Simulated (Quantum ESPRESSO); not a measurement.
# Strain and stress in Si7C

The results below are calculated, not measured. They come from pw.x of Quantum ESPRESSO 7.5, a plane-wave density functional program, with PseudoDojo standard norm-conserving files (v0.5 for PBE, v0.4.1 for LDA and PBEsol). The cells are made up: elements, strain and atom displacements were drawn at random, and nothing was relaxed. There is no spin polarisation, spin-orbit coupling or dispersion term.

The cell has 8 sites of a zincblende or diamond lattice. Sites 1 to 4 hold Si Si Si Si; sites 5 to 8 hold Si Si C Si. Cell vectors in Å: (5.334, 0.018, -0.046); (0.018, 5.354, 0.009); (-0.046, 0.009, 5.252). Settings: PBE, cutoff 1116 eV, 6 x 6 x 6 k mesh shifted by half a step, Fermi-Dirac smearing of 0.1 eV.

Each run adds the same linear strain along x, y and z to one cell, with the atoms carried along; the vectors above are those of run 5. Stress is positive in tension and P is minus a third of its trace. E is the free energy for each atom above the lowest run shown.

| run | strain (%) | s_xx (GPa) | s_yy (GPa) | s_zz (GPa) | s_xy (GPa) | P (GPa) | E (meV/atom) |
| --- | --- | --- | --- | --- | --- | --- | --- |
| 1 | -2.46 | -8.73 | -7.08 | -11.33 | -2.15 | 9.05 | 39.28 |
| 2 | -2.02 | -7.06 | -5.45 | -9.59 | -2.01 | 7.37 | 27.19 |
| 3 | -1.29 | -4.48 | -2.94 | -6.92 | -1.80 | 4.78 | 12.19 |
| 4 | -0.63 | -2.35 | -0.87 | -4.71 | -1.63 | 2.64 | 3.71 |
| 5 | -0.01 | -0.52 | 0.90 | -2.80 | -1.48 | 0.81 | 0.00 |
| 7 | 1.75 | 3.87 | 5.16 | 1.82 | -1.11 | -3.62 | 9.46 |
| 6 | 1.05 | ? | ? | ? | ? | ? | ? |

A rerun of one of these cells at 1347 eV and k mesh 8 x 8 x 8 moved values by no more than 0.002 eV in the cell's energy, 0.02 GPa in stress and 0.007 eV/Å in force.

## Worked fit

A parabola through the six runs shown gives P = 0.76 - 2.86 e + 0.205 e² GPa, with e in per cent and a scatter of 0.02 GPa. A linear strain of 1 % changes the volume by about 3 %, so the bulk modulus of this cell with clamped atoms is about 95 ± 1 GPa at e = 0. The error is the larger of the fit's own and the change that a cubic makes, rounded up.

## Withheld run

Question: what P should run 6 give?

The fit gives -2.02 GPa. The calculation gave -1.99 GPa.

```
run,strain (%),s_xx (GPa),s_yy (GPa),s_zz (GPa),s_xy (GPa),P (GPa),E (meV/atom)
6,1.05,2.26,3.60,0.12,-1.25,-1.99,2.26
```